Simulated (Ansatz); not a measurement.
A geometry of ZnSnP2 away from equilibrium: step 2 of the relaxation of a relaxed ZnSnP2 cell displaced along its unstable phonon at q = Γ (71i cm⁻¹), largest move 0.15 Å. Computed with PBEsol (plane waves to 420 eV, PAW, scalar-relativistic; Ansatz, an electronic-structure program). Γ-centred k-mesh 9×7×7 on the run's cell (coarser than for final values), Fermi–Dirac smearing 0.05 eV.

```xyz
4
Lattice="3.6300 0.0000 0.0000 0.0000 2.5283 5.0790 0.0000 -2.5062 5.0681" Properties=species:S:1:pos:R:3:forces:R:3 pbc="T T T" free_energy=-10709.973 pressure_GPa=-0.1
P      1.8150    -1.0082     6.7889    0.0000    0.0547    0.0152
P      1.8150     1.1071     6.4652    0.0000   -0.0894   -0.1520
Zn     0.0000     0.0952     1.0949    0.0000    0.0713    0.0571
Sn     1.8150    -0.0876     3.9444    0.0000   -0.0366    0.0797
```

Positions in Å, forces in eV/Å, free energy of the cell in eV (comparable only within this code, potentials and settings). Largest force: 0.18 eV/Å, on P2 (atoms numbered as listed); the geometry lies 0.06 eV/atom above the end of its relaxation.

No spin polarisation in the result.

The run could not lose the symmetry of its start, so the end can be a saddle point.

The end of the path is a generated cell of ZnSnP2: the first start was made by placing the elements on the sites of a structure type, and the end was not matched to a known phase here, so it may be hypothetical.
